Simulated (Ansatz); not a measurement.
Input for Ansatz (plane-wave DFT), CaBr:

```yaml
crystal:
  lattice:
    - [3.9170223818, 0.0, 0.0]
    - [-1.9585111909, 3.3922408898, 0.0]
    - [0.0, 0.0, 4.341034]
  atoms:
    - { symbol: Ca, position: [0.0, 0.0, 0.0] }
    - { symbol: Br, position: [0.3333333333, 0.6666666667, 0.5] }
basis:
  ecutwfc: 210
kpoints:
  mp_grid: { grid: [2, 7, 1] }
hamiltonian:
  xc: revpbe
scf:
  occupations: { method: gaussian }
output:
  forces: true
  stress: true
  eigenvalues: true
magnetization:
  spin_polarized: true
```

Command:

```bash
ansatz run input.yaml --threads 1 --pin off --max-ram 1331MiB --backend cpu --events-out ev --progress --plain --runs-dir out
```

Output, shortened (HF is the Harris–Foulkes energy, dr2 the density residual in eV):

```text
Warning: basis.ecutwfc = 210 eV is below the records' recommended 420 eV, and the density's cutoff is lower with it unless basis.ecutrho_ratio is high enough to keep the records' density cutoff: compare with a run at a higher cutoff
Warning: crystal.symmetry: narrowed to the stabiliser of the k-point mesh — unitary ops 12 → 2; excluded 10 operations that carry a point of the 2×7×1 mesh (shift [0, 0, 0]) off the mesh (the run samples exactly the mesh kpoints.mp_grid names, as under crystal.symmetry.detect: false, and its converged state has the mesh's symmetry, not the crystal's …
Pseudopotential: Ca, paw, valence charge 10, recommended cutoff 420 eV (normal)
Pseudopotential: Br, paw, valence charge 7, recommended cutoff 420 eV (normal)
Crystal: 2 atoms, lattice volume = 57.681 Å³
Basis set: ecut = 210 eV, 395 PW (Γ), exchange–correlation on 40×40×48 points (8 copies of the dense FFT grid, shifted against one another)
Bands: 13, of which v1, the nominal top of the filled ones, is band 9 counted from 1 (8 counted from 0)
Symmetry: 2 space group operations
k-points: 8 of 14 (time reversal used)
PAW frozen core: Ca, regenerated for the run's functional, and the local potential with it (the file was generated under x = pbe(κ = 0.804, μ = 0.2195), c = pbe(β = 0.0667))
PAW frozen core: Br, regenerated for the run's functional, and the local potential with it (the file was generated under x = pbe(κ = 0.804, μ = 0.2195), c = pbe(β = 0.0667))
Initial density: superposition of atomic densities
SCF iter   1: HF=-4609.568282 eV  Δρ=2.88e-2 (↑2.88e-2 ↓2.88e-2) dr2=4.02e0  dr2_m=0.00e0  M=0.000 μB ∫|m|=0.000 μB
SCF iter   2: HF=-4608.860456 eV  Δρ=1.94e-2 (↑1.94e-2 ↓1.94e-2) dr2=1.96e0  dr2_m=0.00e0  M=0.000 μB ∫|m|=0.000 μB
SCF iter   3: HF=-4607.617810 eV  Δρ=1.36e-2 (↑1.36e-2 ↓1.18e-2) dr2=7.00e-2  dr2_m=7.33e-2  M=1.000 μB ∫|m|=1.000 μB
SCF iter   4: HF=-4608.106054 eV  Δρ=6.71e-3 (↑5.45e-3 ↓6.71e-3) dr2=3.64e-2  dr2_m=1.27e-2  M=0.572 μB ∫|m|=0.596 μB
   ...
SCF iter  19: F=-4608.151154 eV  HF=-4608.151154 eV  Δρ=2.55e-6 (↑2.55e-6 ↓2.26e-6) dr2=2.03e-9  dr2_m=2.66e-9  M=0.285 μB ∫|m|=0.298 μB
SCF iter  20: F=-4608.151154 eV  HF=-4608.151154 eV  Δρ=4.05e-7 (↑4.05e-7 ↓3.63e-7) dr2=4.12e-11  dr2_m=7.11e-11  M=0.285 μB ∫|m|=0.298 μB
SCF iter  21: F=-4608.151154 eV  HF=-4608.151154 eV  Δρ=1.34e-7 (↑1.34e-7 ↓1.10e-7) dr2=1.09e-11  dr2_m=5.69e-12  M=0.285 μB ∫|m|=0.298 μB
SCF 1 converged in 21 iterations: F = -4608.151154 eV  dr2 = 1.09e-11
at 1 of the mixer's solves, the last at iteration 8, it left a direction of its history that read negative out of its fit and stepped the other way along it
SCF converged after 21 iterations
Magnetization: 0.2852 μB (8.6426 up, 8.3574 down)
Absolute magnetization: 0.2979 μB (∫|ρ↑−ρ↓|, with the PAW one-centre terms)
Per-site moments (μB) at R_I (Å): [(0.1142, 1.2930), (0.0050, 1.2930)]
Free energy (F): -4608.151154 eV
E sigma→0 (E₀):  -4608.148575 eV
Entropy (-TS):   -0.005159 eV (-2.579 meV/atom)
Fermi energy:    7.973152 eV
--- Forces (eV/Å), atoms counted from 1 ---
  atom   1  Ca    -0.00216578     0.13321271     0.00000000
  atom   2  Br     0.00216319    -0.13321259    -0.00000000
--- Stress (GPa, compression-positive) ---
        0.570724       0.027093       0.000000
        0.027093      -0.003508       0.000000
        0.000000       0.000000      11.622071
  P = ⅓ Tr σ = 4.0631 GPa (40.631 kbar)
```

These settings were drawn at random to show what each does; none of the numbers is a converged property of the crystal. Forces of this functional on these PAW sets can be off by 10 %.